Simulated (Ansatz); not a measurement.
SnTe (rock salt)

```
SnTe
1.0
    0.00000     3.18559     3.18559
    3.18559     0.00000     3.18559
    3.18559     3.18559     0.00000
Te Sn
1 1
Direct
  0.00000   0.00000   0.00000
  0.50000   0.50000   0.50000
```

E(V) scan at fixed shape, V₀ the volume above. Symmetry pins the atoms to their sites.

The numbers are results of r2SCAN (plane waves to 500 eV, PAW, scalar-relativistic; Ansatz, a program for electronic structure), not measurements. k mesh 13×13×13 (Γ-centred), Fermi-Dirac smearing 0.05 eV. The energy includes the smearing's −TS. Stress and pressure are positive under compression. SnTe was relaxed with its symmetry unable to fall. Spin-orbit coupling is left out, though Te is heavy. The PAW data are Ansatz's earlier set. ΔE is measured from the relaxed starting cell.

```json
[
 {"V (Å³/atom)": "29.095", "ΔE (meV/atom)": "53.5"},
 {"V (Å³/atom)": "29.741", "ΔE (meV/atom)": "32.9"},
 {"V (Å³/atom)": "30.388", "ΔE (meV/atom)": "17.8"},
 {"V (Å³/atom)": "31.034", "ΔE (meV/atom)": "7.6"},
 {"V (Å³/atom)": "31.681", "ΔE (meV/atom)": "1.8"},
 {"V (Å³/atom)": "32.327", "ΔE (meV/atom)": "0.0"},
 {"V (Å³/atom)": "32.974", "ΔE (meV/atom)": "1.7"},
 {"V (Å³/atom)": "33.621", "ΔE (meV/atom)": "withheld"},
 {"V (Å³/atom)": "34.267", "ΔE (meV/atom)": "14.4"},
 {"V (Å³/atom)": "34.914", "ΔE (meV/atom)": "24.8"},
 {"V (Å³/atom)": "35.560", "ΔE (meV/atom)": "37.4"}
]
```

Problem. Fit a third-order Birch-Murnaghan form (E₀, V₀, B₀, B₀′ free) to the given rows and predict ΔE at V = 33.621.

Solution. Least squares on the 10 given rows: ΔE = E₀ + (9V₀B₀/16)·y²·[2 + (B₀′ − 4)y], y = (V₀/V)^(2/3) − 1, with V₀ = 32.325 Å³/atom, B₀ = 43.98 GPa (160.2 GPa = 1 eV/Å³; the term in eV is multiplied by 1000), B₀′ = 4.40, E₀ = -0.01 meV/atom; root-mean-square residual 0.02 meV/atom. At 33.621 the fit gives 6.6 meV/atom; the calculation gives 6.6 meV/atom, the same to the digits shown. For the pressure the fit gives -1.59 GPa against the computed -1.58 GPa.

(A scan under strain: stresses follow from slopes of the energy per volume, elastic moduli from its curvatures.)
